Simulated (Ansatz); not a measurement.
SiS$_{2}$ in space group P2_1/c (No. 14; Si on 4e, S on 4e, S on 4e), DFT-r²SCAN+D4 in the program Ansatz with PAW potentials. The conduction-band minimum lies at Γ, with 1 equivalent valley. Second derivatives d²E/dk² of the lowest band at one valley (eV·Å²), along Cartesian directions:

| direction | d²E/dk² |
|---|---|
| [100] | 11.95 |
| [010] | 10.57 |
| [001] | 16.70 |
| [110] | 11.26 |
| [101] | 19.31 |
| [011] | 13.64 |

Find the principal effective masses, the density-of-states mass and the conductivity mass.

Off-diagonal terms follow from H_xy = H[110] − (H_xx + H_yy)/2, and m*/mₑ = 7.620 eV·Å² over each eigenvalue: 0.38, 0.72, 0.87. One valley's DOS mass (m₁m₂m₃)^(1/3) = 0.62, conductivity mass 3/(Σ 1/mᵢ) = 0.58 mₑ.

What effective density of states Nc follows at 300 K for parabolic valleys?

Nc = 2.509e19 × 1 × (0.62)^(3/2) ≈ 1.2e19 cm⁻³.

The first step of the workflow began from a Materials Project structure, measured or hypothetical; the Crystallography Open Database copy checked does not list it. COD files the formula under space group No. 72, 122, so this cell is another polymorph or a model. Whether it is the stable phase at ambient conditions was not checked. The cell was relaxed with r²SCAN+D4 under the symmetry of its start; its stability against distortions is not shown here.

Potentials: the later of the program's two PAW sets.

Edges and masses are those of Kohn–Sham bands, whose gap is no quasiparticle gap.
